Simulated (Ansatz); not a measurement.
## C: zone-centre modes

Computed with Ansatz 0.2.0, DFT r2SCAN, scalar-relativistic, plane waves, PAW. Cutoff 500 eV, Γ-centred 8×8×8 k-points, Gaussian smearing of 0.05 eV. No spin polarisation.

The starting cell (relaxed at this level; this bcc form isn't the usual structure):

```
C
1.0
    -2.42911    2.42911    2.42911
     2.42911   -2.42911    2.42911
     2.42911    2.42911   -2.42911
C
8
Cartesian
  -0.7906 0.7906 0.7906
  1.6385 1.6385 1.6385
  0.7906 -0.7906 0.7906
  0.7906 0.7906 -0.7906
  1.6385 -1.6385 1.6385
  0.7906 0.7906 0.7906
  -1.6385 1.6385 1.6385
  1.6385 1.6385 -1.6385
```

Harmonic modes by finite displacements of 0.02 Å, without the LO–TO term.

Q: At this geometry, is the structure stable against these modes?

A: Yes: no mode is imaginary beyond 10 cm⁻¹, and only the three translations lie near zero.

Q: List the wavenumbers in cm⁻¹.

A: 0, 0, 0, 716, 716, 822, 822, 822, 931, 931, 931, 991, 991, 991, 1000, 1000, 1000, 1016, 1016, 1058, 1323, 1323, 1323, 1420.

Cost: 1 run of about 1.2 core-minutes, on Arm Neoverse V2 (shared hosts).